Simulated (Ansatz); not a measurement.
# Every step of a relaxation of bcc W (111), 3 layers

DFT, PBE, PAW with Ansatz's default frozen-core files, scalar-relativistic (Ansatz 0.2.0); a Γ-centred 9×9×1 k mesh, Fermi–Dirac smearing of 0.08 eV, no spin polarisation. The run relaxes the atoms in the fixed cell.

Command: `ansatz run input.yaml --threads 1 --pin off --max-ram 3584MiB --backend cpu --events-out ev --progress --plain --runs-dir out` It took 23 s on 1 thread of Intel(R) Xeon(R) 6975P-C (Granite Rapids), on a shared host, peak memory 0.49 GiB.

```yaml
crystal:
  lattice:
    - [4.5020337158, 0.0, 0.0]
    - [-2.2510168579, 3.8988755666, 0.0]
    - [0.0, 0.0, 17.8379]
  atoms:
    - { symbol: W, position: [0.1666666665, 0.3333333335, 0.4484819523] }
    - { symbol: W, position: [0.5000000005, 0.9999999995, 0.4999999998] }
    - { symbol: W, position: [0.8333333335, 0.6666666665, 0.5515180477] }
kpoints:
  mp_grid: { grid: [9, 9, 1] }
scf:
  occupations: { method: fermi_dirac, width: 0.08 }
hamiltonian:
  xc: pbe
  pseudopotentials: { kind: paw }
output:
  forces: true
  stress: true
  eigenvalues: true
relax:
  f_tol: 0.01
  max_steps: 40
efield:
  axis: 3
  amplitude: 0
  dipole_correction: true
```

Each step lists its free energy a cell above the last geometry, and Cartesian positions (Å) with forces (eV/Å).

The first step:

```
step 1  dF = 1448.87 meV
  W 0.0000 1.2996 8.0000   0.0000 0.0000 2.9677
  W 0.0000 3.8989 8.9190   0.0000 0.0000 0.0000
  W 2.2510 2.5993 9.8379   0.0000 0.0000 -2.9677
```

Spin–orbit coupling is left out, which matters for the heavy atoms.

**Question.** Where does the relaxation end, and by which steps?

**Answer.** After 6 geometries, with a shortest distance of 2.641 Å. The further steps:
```
step 2  dF = 521.95 meV
  W 0.0000 1.2996 8.1950   0.0000 0.0000 1.7756
  W 0.0000 3.8989 8.9190   0.0000 0.0000 0.0000
  W 2.2510 2.5993 9.6429   0.0000 0.0000 -1.7756
step 3  dF = 34.46 meV
  W 0.0000 1.2996 8.3900   0.0000 0.0000 0.5675
  W 0.0000 3.8989 8.9190   0.0000 0.0000 0.0000
  W 2.2510 2.5993 9.4479   0.0000 0.0000 -0.5675
step 4  dF = 2.72 meV
  W 0.0000 1.2996 8.4682   0.0000 0.0000 -0.1498
  W 0.0000 3.8989 8.9190   0.0000 0.0000 0.0001
  W 2.2510 2.5993 9.3697   0.0000 0.0000 0.1500
step 5  dF = 0.04 meV
  W 0.0000 1.2996 8.4526   0.0000 0.0000 -0.0190
  W 0.0000 3.8989 8.9190   0.0000 0.0000 0.0000
  W 2.2510 2.5993 9.3853   0.0000 0.0000 0.0190
step 6  dF = 0.00 meV
  W 0.0000 1.2996 8.4498   0.0000 0.0000 0.0060
  W 0.0000 3.8989 8.9189   0.0000 0.0000 -0.0001
  W 2.2510 2.5993 9.3881   0.0000 0.0000 -0.0061
```
